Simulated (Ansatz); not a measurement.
Lattice vibrations of Ti₂SnO₆ at Γ

All numbers below come from DFT PBE, scalar-relativistic, plane waves, PAW in Ansatz 0.2.0. Plane waves to 420 eV; Γ-centred k mesh 10×10×6; fixed occupations. No spin polarisation. Phonons by linear response, acoustic sum rule imposed.

Equilibrium structure at this level:
```
CELL_PARAMETERS angstrom
7.21801 -1.53444 0.02373
7.21801 1.53444 0.02373
-0.05857 0.00000 4.90385
ATOMIC_POSITIONS crystal
Ti 0.34009 0.34009 0.99254
Ti 0.65991 0.65991 0.00746
Sn 0.00000 0.00000 0.50000
O 0.43311 0.43311 0.69917
O 0.77756 0.77756 0.81267
O 0.10235 0.10235 0.80834
O 0.89765 0.89765 0.19166
O 0.22244 0.22244 0.18733
O 0.56689 0.56689 0.30083
```

It was reached by relaxing an invented guess, and it needn't be the stable form of this composition. Spin–orbit coupling is left out, which matters for heavy elements.

Optical modes at Γ (transverse, no macroscopic field); i marks an imaginary frequency:
```csv
frequency (cm⁻¹),degeneracy,IR intensity of the level ((D/Å)²/amu)
40i,1,0.00
54,1,64.78
123,1,0.00
201,1,71.52
222,1,0.00
233,1,28.74
244,1,4.83
264,1,2.69
269,1,37.13
286,1,0.00
295,1,0.00
343,1,0.00
375,1,0.01
425,1,61.98
446,1,0.00
472,1,0.00
488,1,0.00
499,1,6.12
511,1,13.84
549,1,0.00
569,1,22.84
577,1,0.00
701,1,0.62
736,1,0.00
```

1 of the 24 optical modes are unstable, so the structure is a saddle point of the energy and would distort without enlarging its cell.

```json
{
  "Electronic dielectric constant ε∞ (principal values)": "4.30, 5.82, 6.53",
  "Refractive index √ε∞, mean": "2.36",
  "Kohn–Sham gap on the mesh": "2.28 eV",
  "Cost": "26 min on 4 threads of Intel(R) Xeon(R) Processor @ 2.70GHz (shared host), peak memory 5.7 GiB"
}
```

Born effective charges (e):
```json
{"atom": "Ti (atom 1)", "Z*xx": "5.56", "Z*yy": "7.20", "Z*zz": "3.19", "mean": "5.32"}
{"atom": "Sn (atom 3)", "Z*xx": "5.36", "Z*yy": "4.37", "Z*zz": "5.13", "mean": "4.95"}
{"atom": "O (atom 4)", "Z*xx": "-2.97", "Z*yy": "-2.16", "Z*zz": "-2.66", "mean": "-2.59"}
{"atom": "O (atom 5)", "Z*xx": "-2.99", "Z*yy": "-3.64", "Z*zz": "-1.04", "mean": "-2.56"}
{"atom": "O (atom 6)", "Z*xx": "-2.28", "Z*yy": "-3.59", "Z*zz": "-2.06", "mean": "-2.64"}
```
